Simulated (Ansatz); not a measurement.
BN:
```yaml
crystal:
  lattice:
    - [2.48735, 0.00000, 0.00000]
    - [-1.24368, 2.15411, 0.00000]
    - [0.00000, 0.00000, 6.53601]
  atoms:
    - { symbol: B, position: [0.00000, 0.00000, 0.75000] }
    - { symbol: B, position: [0.00000, 0.00000, 0.25000] }
    - { symbol: N, position: [0.66667, 0.33333, 0.25000] }
    - { symbol: N, position: [0.33333, 0.66667, 0.75000] }
```

Relaxed with LDA.

### Question
Give the optical modes at the zone centre with their infrared and Raman activity from DFPT, the program Ansatz at the LDA level (PAW).

### Answer
Transverse frequencies, without the LO–TO term; a row sums one degenerate level.

```
ω (cm⁻¹)  degeneracy  IR ((D/Å)²/amu)  Raman (Å⁴/amu)  activity  symmetry
--------  ----------  ---------------  --------------  --------  --------
40                 2             0.00               0    silent       E2g
108                1             0.00               0    silent       B1g
768                1             3.69               0        IR       A2u
810                1             0.00               0    silent       B1g
1389               2           111.14               0        IR       E1u
1392               2             0.00             820     Raman       E2g
```

### Question
How high does the top mode go among those that the LO–TO term moves?

### Answer
1613 cm⁻¹ for q along x, 1613 cm⁻¹ for q along y, 819 cm⁻¹ for q along z.

Space group P6_3/mmc. The first step of the workflow began from a Materials Project structure, measured or hypothetical. Its sites differ from those of the usual phase in this space group: another stacking or structure type. The LDA relaxation kept the symmetry of its start; phonons on a q-mesh show no instability. A crystal of weakly bound layers computed without a dispersion correction: the cell and the soft elastic constants depend strongly on that.

Potentials: the earlier of the program's two PAW sets.
